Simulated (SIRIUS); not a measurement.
Worked estimates from a calculation on CeO2 (Fm-3m, 3 atoms in the cell; from Materials Project mp-20194, lattice scaled a little)

```
CeO2
1.0
    0.00000     2.77828     2.77828
    2.77828     0.00000     2.77828
    2.77828     2.77828     0.00000
Ce O
1 2
Direct
  0.00000   0.00000   0.00000
  0.25000   0.25000   0.25000
  0.75000   0.75000   0.75000
```

Level of theory: PBE, SSSP 1.1.2 precision PBE pseudopotentials (plane waves; SIRIUS).

Main settings: parameters.ngridk = 8 8 8; parameters.xc_functionals = [XC_GGA_X_PBE, XC_GGA_C_PBE]; parameters.gk_cutoff = 9.487 1/bohr; parameters.pw_cutoff = 30 1/bohr; parameters.smearing = gaussian; parameters.smearing_width = 0.000734986 Ha; potentials = SSSP 1.1.2 precision PBE pseudopotentials; parameters.electronic_structure_method = pseudopotential.

The run has no spin polarisation, so moments on Ce cannot form. No Hubbard term acts on the open shells, so the gap and the state can differ from those of the real compound. The structure comes from a collection of computed structures, made at another level of theory; the collection holds predicted forms beside known ones. Its lattice was then scaled.

The cell holds 289.4 bohr³ and the plane-wave cutoff is 90.0 Ry.

How many plane waves does a k-point need, and how does the count grow with the cutoff?

In Rydberg units |k + G|² ≤ E, a sphere of radius √90.0 = 9.487 bohr⁻¹. Each G takes (2π)³/V of reciprocal space, so N = V E^(3/2)/(6π²) = 289.4 × 853.8/59.218 = 4173. The program's largest count at a k-point is 4279; single k-points scatter about the estimate. The count grows as E^(3/2): 20 % more cutoff means 31 % more plane waves.

The cell was also run at V = 42.461 Å³ (F = -7698.54366 eV, P = -5.83 GPa) and V = 43.319 Å³ (F = -7698.50484 eV, P = -8.63 GPa), scaled uniformly; the base has V = 42.890 Å³, P = -7.27 GPa and F₀ = -7698.52612 eV.

Check the pressure against the energies, and estimate the bulk modulus and the volume of zero pressure.

P = −dF/dV ≈ −(0.03882 eV)/(0.858 Å³) = -0.04524 eV/Å³; times 160.218 GPa per eV/Å³ this is -7.25 GPa, against -7.27 GPa from the stress tensor. B = −V dP/dV ≈ −42.890 × (-2.80 GPa)/(0.858 Å³) = 140 GPa at this volume. The curvature of the energies, B = V (F₊ + F₋ − 2F₀)/(ΔV/2)², gives 140 GPa. To first order the pressure vanishes at V0 ≈ V(1 + P/B) = 40.66 Å³, so all lengths change by about -1.76 %. Shape and fractional positions were held, which usually makes B too large where they are free.
